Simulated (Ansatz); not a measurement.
**Two inputs for Y**

Cell: a Materials Project structure (computed, not necessarily an observed phase), atoms as given.

```
Y
1.0
     3.64257    0.00000    0.00000
    -1.82128    3.15456    0.00000
     0.00000    0.00000    5.87916
Y
2
Direct
  0.33333 0.66667 0.25000
  0.66667 0.33333 0.75000
```

Atom numbers follow the list; atoms alike are taken as one site, whose name carries the number of the first.

Reference run. All values are calculated (Ansatz; DFT, PBE, plane waves and PAW, scalar-relativistic, 420 eV cutoff, Γ-centred 10×10×6 k-points, Fermi–Dirac smearing 0.05 eV), not measured.

(1) The input is changed as follows: `hamiltonian.xc`: pbe → pbesol; `kpoints.mp_grid.grid`: [10, 10, 6] → [15, 15, 9]; `scf.initial_density.chi_scale`: not typed → 0.1. What happens to V_zz (10²¹ V/m²) and η?

Answers

(1) 

```csv
site,atom,V_zz reference,η reference,V_zz changed,η changed
Y,1,1.91,0.00,1.79,0.00
```

The largest change of V_zz is on Y, from 1.91 to 1.79. SCF iterations: 6 and 6.

On the reference run: With no gap above 0.1 eV, as in a metal, the gradients converge slowly in k; expect changes of a tenth or more on a denser mesh. Without spin–orbit coupling (the program notes it for Y) the gradients can shift somewhat, as the gap is small.
